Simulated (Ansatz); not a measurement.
LiF (zinc blende, space group No. 216), a = b = c = 4.312 Å, α = β = γ = 90.00°; the cell used has 2 atoms.

Relaxed with PBEsol.

Task: Give the optical modes at the zone centre with their infrared activity from DFPT, plane-wave PAW PBEsol (Ansatz code).

Result: Transverse frequencies, without the LO–TO term; a row sums one degenerate level.

```csv
ω (cm⁻¹),degeneracy,IR ((D/Å)²/amu),activity,symmetry
431,3,13.19,IR,T2
```

Task: How high does the top mode go among those that the LO–TO term moves?

Result: 657 cm⁻¹ for q along x.

Space group F-43m (zinc blende). The start of the workflow was typed in or built on a structure type; neither database checked (COD, Materials Project) lists it. It is not the phase usual at ambient conditions (space group No. 225). The PBEsol relaxation kept the symmetry of its start; phonons on a q-mesh show no instability.

Potentials: the later of the program's two PAW sets.
